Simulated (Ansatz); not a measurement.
# Equation of state of Sb

```cif
data_structure
_symmetry_space_group_name_H-M 'R-3m:H'
_symmetry_Int_Tables_number 166
_cell_length_a 4.3012
_cell_length_b 4.3012
_cell_length_c 11.2320
_cell_angle_alpha 90.000
_cell_angle_beta 90.000
_cell_angle_gamma 120.000
_cell_volume 179.96
loop_
_atom_site_label
_atom_site_type_symbol
_atom_site_symmetry_multiplicity
_atom_site_Wyckoff_symbol
_atom_site_fract_x
_atom_site_fract_y
_atom_site_fract_z
_atom_site_occupancy
Sb1 Sb 6 c 0.00000 0.00000 0.23364 1
```

The runs use the primitive cell with vectors (2.151, 1.242, 3.744), (-2.151, 1.242, 3.744), (0.000, -2.483, 3.744) Å, to which the k mesh refers.

The structure is an experimental refinement, used without relaxation.

Spin–orbit coupling is left out, though it moves levels of the heavy atoms by tenths of an eV or more.

Levels of theory: DFT, PBEsol, all-electron LAPW, scalar-relativistic (Ansatz 0.2.0); DFT, PBEsol, PAW with Ansatz's default frozen-core files, scalar-relativistic (Ansatz 0.2.0).

For LAPW: a Γ-centred 9×9×9 k mesh, Fermi–Dirac smearing of 0.05 eV, basis error target 0.5 meV/atom, no spin polarisation. PAW takes a cutoff of 420 eV at this cell (files made with PBE, cores remade for this functional). The Ansatz runs share mesh, smearing and spin set-up. Plane-wave (PAW) pressures include the program's estimate of the Pulay term.

The cell above is scaled evenly, with fractional coordinates and shape held.

```csv
V/V(cell),V (Å³/atom),"P, LAPW (GPa)","P, PAW (GPa)"
0.9400,28.193,4.61,4.60
0.9500,28.493,3.82,3.81
0.9600,28.793,3.07,3.06
0.9750,29.243,2.01,2.00
0.9800,29.393,1.68,1.67
0.9900,29.693,1.04,1.02
1.0000,29.993,0.43,0.42
1.0100,30.293,?,?
1.0200,30.593,-0.70,-0.71
1.0250,30.743,-0.96,-0.98
1.0400,31.192,-1.72,-1.73
1.0500,31.492,-2.18,-2.19
1.0600,31.792,-2.63,-2.64
```

Problem. Fill in the row V/V(cell) = 1.0100.

Solution. P, LAPW (GPa) = -0.15, P, PAW (GPa) = -0.16.

Problem. What do Birch–Murnaghan fits to the pressures give?

Solution. LAPW: V0 = 30.21 Å³/atom, B0 = 57 GPa, B0′ = 4.3; PAW: V0 = 30.21 Å³/atom, B0 = 58 GPa, B0′ = 4.3.

PAW's V0 lies -0.02 % from the all-electron value and its B0 0.1 %. With shape and internal coordinates held, B0 is an upper bound to the relaxed modulus.
